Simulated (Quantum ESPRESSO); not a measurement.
# AuW7: a guest atom moved from site to site

Simulated, not a measurement. The program is pw.x of Quantum ESPRESSO 7.5 (plane-wave density functional theory). The cell is made up: eight metal atoms on a body-centred cubic lattice, with elements, volume, strain and displacements drawn at random and not relaxed, so it may be unstable or far from any real phase. PseudoDojo standard norm-conserving files set the functional (PBE unless stated); there is no spin polarisation or spin-orbit coupling, the Fermi-Dirac width of 0.25 eV means electrons at about 2900 K, and the masses in the input are unused placeholders. Heavy elements are run without spin-orbit coupling, which real alloys of them have. A spin test at this wide smearing found no moment, but such smearing suppresses magnetism that the real alloy may have.

The runs move one Au atom among sites that otherwise hold W. Cell, positions, cutoff, mesh and smearing stay as in the input of run 1; sites are counted in its order. Stress in the tables is positive in tension.

Input of run 1:

```
&control calculation='scf', pseudo_dir='./dojo.nc.sr.pbe.v0_5.standard.upf', outdir='./o', disk_io='minimal', tprnfor=.true., tstress=.true. /
&system ibrav=0, nat=8, ntyp=2, nbnd=76, ecutwfc=75.99759826, nosym=.true., tot_charge=0,
 occupations='smearing', smearing='fd', degauss=0.0183746611
/
&electrons conv_thr=1.470e-08, electron_maxstep=70, mixing_beta=0.5 /
ATOMIC_SPECIES
Au 1.0 Au.upf
W 1.0 W.upf
CELL_PARAMETERS angstrom
-1.638 1.6579 1.6581
-1.6102 1.5399 -4.8286
-4.8456 -8.058 1.4949
ATOMIC_POSITIONS angstrom
Au 0.1629 0.0812 -0.0054
W -4.8536 -4.9404 -1.5396
W -3.2623 -3.3291 -0.0271
W -3.284 -0.0095 -3.3061
W -1.7013 1.6032 -1.6591
W -4.8117 -4.8829 1.5884
W -4.8764 -1.6278 -1.7006
W -3.2114 0.0497 0.0435
K_POINTS automatic
8 5 3 1 1 1
```

| run | elements on sites 1 to 8 | free energy less that of run 1 (eV) | -TS (eV) | pressure (GPa) | stress xx (GPa) | stress yy (GPa) | stress zz (GPa) | stress yz (GPa) | stress xz (GPa) | stress xy (GPa) | iterations |
| --- | --- | --- | --- | --- | --- | --- | --- | --- | --- | --- | --- |
| 1 | Au W W W W W W W | 0.000 | -1.068 | -8.76 | 8.87 | 10.04 | 7.37 | 6.37 | -1.81 | -2.20 | 19 |
| 2 | W Au W W W W W W | 0.064 | -1.080 | -8.72 | 9.24 | 9.33 | 7.59 | 5.82 | -2.29 | -2.71 | 18 |
| 3 | W W W Au W W W W | -0.026 | -1.098 | -8.52 | 8.74 | 7.94 | 8.87 | 6.27 | -2.64 | -1.69 | 18 |
| 4 | W W W W W Au W W | 0.132 | -1.087 | -8.75 | 8.45 | 10.21 | 7.58 | 6.64 | -1.14 | -2.53 | 19 |
| 5 | W W W W W W Au W | -0.081 | -1.112 | -8.57 | 9.70 | 7.93 | 8.07 | 6.11 | -2.02 | -1.18 | 20 |
| 6 | W W W W W W W Au | -0.182 | -1.112 | -8.44 | 8.36 | 8.50 | 8.46 | 6.17 | -1.98 | -1.17 | 20 |

Forces Fx Fy Fz (eV/Å):

| site | run 1 | run 2 | run 3 | run 4 | run 5 | run 6 |
| --- | --- | --- | --- | --- | --- | --- |
| 1 | -1.64 -0.17 -0.32 | -2.28 -1.32 -0.92 | -1.65 -0.76 -0.47 | -2.56 -1.28 0.59 | -2.19 -1.13 -0.39 | -1.47 -0.84 0.04 |
| 2 | 0.93 1.05 -0.53 | 0.58 0.85 -0.32 | 0.73 0.85 -1.42 | 0.49 0.80 -0.78 | 0.65 0.54 -0.86 | 0.64 0.80 -1.34 |
| 3 | 0.30 1.20 -0.71 | 0.88 1.57 -0.24 | 0.00 0.57 -0.86 | 0.83 1.80 -1.23 | -0.14 1.31 -0.60 | -0.03 0.51 -0.33 |
| 4 | -0.04 -0.69 0.87 | 0.45 -0.16 0.88 | 0.57 -0.48 0.01 | 0.35 -0.31 0.79 | 0.69 0.24 0.16 | 0.57 -0.72 0.35 |
| 5 | 0.58 -1.25 1.35 | -0.02 -1.09 1.60 | 1.04 -0.20 1.55 | 0.05 -0.53 0.63 | 0.83 -0.54 1.21 | 0.87 -0.30 0.43 |
| 6 | 0.46 0.78 -0.86 | 0.32 0.34 -0.81 | -0.06 0.61 0.05 | 0.63 -0.35 -0.78 | -0.25 0.03 -0.37 | -0.05 0.56 0.08 |
| 7 | 0.55 -0.45 1.05 | 0.64 0.08 0.51 | 0.22 -0.76 1.54 | 0.83 0.14 1.46 | 0.67 -0.38 1.03 | 0.37 -0.38 0.66 |
| 8 | -1.15 -0.47 -0.87 | -0.57 -0.28 -0.70 | -0.86 0.18 -0.40 | -0.61 -0.27 -0.67 | -0.27 -0.06 -0.18 | -0.90 0.37 0.11 |

The sites are displaced and not relaxed, so the energy differences mix bonding between neighbours with strain and are not ordering energies. A rerun of one cell of this series at a higher cutoff and on a denser mesh moved values by no more than 0.006 eV in energy, 0.10 GPa in stress and 0.011 eV/Å in force, and a second program with other atomic files agreed on that cell to 2 % rms in force and 0.5 GPa in pressure.